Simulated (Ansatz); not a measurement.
S, first-principles data

S:
```xyz
6
Lattice="5.2090 3.0074 1.4599 -5.2090 3.0074 1.4599 0.0000 -6.0148 1.4599" Properties=species:S:1:pos:R:3 pbc="T T T"
S      0.5748    -4.2350     1.9097
S      3.3802     2.6153     1.9097
S     -3.9550     1.6197     1.9097
S     -0.5748     4.2350     2.4700
S     -3.3802    -2.6153     2.4700
S      3.9550    -1.6197     2.4700
```

Space group R-3 (No. 148); conventional cell a = 10.418 Å, b = 10.418 Å, c = 4.380 Å, α = 90.00°, β = 90.00°, γ = 120.00°.

Method: the program Ansatz at the PBEsol level (PAW). Structure relaxed to zero pressure with the same functional. Other levels are named where they apply.

Cell and energy:

```yaml
volume_per_atom: 22.87 Å³
density: 2.33 g/cm³
```

Electronic structure:

```yaml
band_gap: 1.98 eV (indirect)
valence_band_maximum: on the L–T line, 95 % of the way from L
conduction_band_minimum: off the standard path, at k = (0.250, 0.182, -0.271)
smallest_direct_gap_on_the_standard_path: 2.11 eV
```

Mechanics:

```yaml
Bulk modulus (Birch–Murnaghan fit): 6.7 GPa
Pressure derivative B′: 11.1
Elastic constants (relaxed ions, GPa): C11 = 29.1, C12 = 4.7, C13 = 4.8, C14 = 2.3, C33 = 6.9, C44 = 5.4, C15 = 2.4
mechanical_stability: stable (all eigenvalues of C positive)
hill_bulk_and_shear_moduli: 8.5 and 6.5 GPa
Young's modulus: 15.6 GPa
Poisson's ratio: 0.19
debye_temperature_from_the_elastic_constants: 194 K
```

The workflow started from an entry of the Crystallography Open Database (COD), which files this formula under 8 space groups. It is not the phase usual at ambient conditions (space group No. 70). The PBEsol relaxation kept the symmetry of its start; its stability against distortions is not shown here. A crystal of weakly bound molecules computed without a dispersion correction: the cell and the soft elastic constants depend strongly on that.

Potentials: the later of the program's two PAW sets.
